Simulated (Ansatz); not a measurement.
An elastic tensor (GPa, Voigt order, standard axes) from the program Ansatz at the PBEsol level (PAW):

```
270  147  147  0.0  0.0  0.0
147  270  147  0.0  0.0  0.0
147  147  270  0.0  0.0  0.0
0.0  0.0  0.0  152  0.0  0.0
0.0  0.0  0.0  0.0  152  0.0
0.0  0.0  0.0  0.0  0.0  152
```

**Question.** Which of these materials gives this?
A) BeSe, zinc blende
B) GaAs, rock salt
C) GaN, zinc blende
D) GaSb, rock salt

**Answer.** C, GaN, zinc blende

Space group F-43m (zinc blende). Symmetry was held in the PBEsol relaxation.

Potentials: the earlier of the program's two PAW sets. The files were generated under PBE; for other functionals the program regenerates the frozen cores, and for LDA and PBEsol the local potential too.
